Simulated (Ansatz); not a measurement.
# BiAs: one input, then a changed one

The cell was built from the wurtzite type and relaxed in the same program, and has space group P6_3mc; it needn't be a known or the stable phase.

First run: DFT, PBE, PAW with Ansatz's default frozen-core files, scalar-relativistic (Ansatz 0.2.0).

Command: `ansatz run input.yaml --threads 1 --pin off --max-ram 3072MiB --backend cpu --events-out ev --progress --plain --runs-dir out` The run took 76 s on 1 thread of Arm Neoverse V2, with other jobs on the host.

```yaml
crystal:
  lattice:
    - [5.0352345427, 0.0, 0.0]
    - [-2.5176172714, 4.360641028, 0.0]
    - [0.0, 0.0, 6.4976952971]
  atoms:
    - { symbol: Bi, position: [0.3333333333, 0.6666666667, -0.0273585753] }
    - { symbol: Bi, position: [0.6666666667, 0.3333333333, 0.4726414247] }
    - { symbol: As, position: [0.3333333333, 0.6666666667, 0.4033585753] }
    - { symbol: As, position: [0.6666666667, 0.3333333333, 0.9033585753] }
kpoints:
  mp_grid: { grid: [10, 10, 6] }
  band_path:
    path:
      - [0.0, 0.0, 0.0]
      - [0.5, 0.0, 0.0]
      - [0.3333333333, 0.3333333333, 0.0]
      - [0.0, 0.0, 0.0]
      - [0.0, 0.0, 0.5]
      - [0.5, 0.0, 0.5]
      - [0.3333333333, 0.3333333333, 0.5]
      - [0.0, 0.0, 0.5]
      - [0.5, 0.0, 0.5]
    npoints: 14
scf:
  occupations: { method: fermi_dirac, width: 0.05 }
hamiltonian:
  xc: pbe
  pseudopotentials: { kind: paw }
output:
  forces: true
  stress: true
  eigenvalues: true
  efg: { contact_densities: true }
  populations: true
  bader: true
  dos: { projected: true, de: 0.2, e_range: [-14, 8] }
  write_density: true
  write_potential: true
  elf: true
  volumetric_format: npy
```

Result: converged; pressure 0.01 GPa; gap on the k mesh 0.18 eV; 8 SCF iterations.

Spin–orbit coupling is left out, though it moves levels of the heavy atoms by tenths of an eV or more.

A second input differs as follows:

```diff
@@ -25,4 +25,5 @@
 scf:
   occupations: { method: fermi_dirac, width: 0.05 }
+  max_iter: 2.5
 hamiltonian:
   xc: pbe
@@ -34,9 +35,3 @@
   efg: { contact_densities: true }
   populations: true
-  bader: true
-  dos: { projected: true, de: 0.2, e_range: [-14, 8] }
-  write_density: true
-  write_potential: true
-  elf: true
-  volumetric_format: npy
```

Problem. What is wrong with it, and what does the program do?

Solution. The fault is a value of the wrong type. The run refused before any iteration. The log ends:
```
Error: YAML parse error: error: line 27 column 13: invalid u64
  --> <input>:27:13
   |
25 | scf:
26 |   occupations: { method: fermi_dirac, width: 0.05 }
27 |   max_iter: 2.5
   |             ^ invalid u64
28 | hamiltonian:
29 |   xc: pbe
   |
```
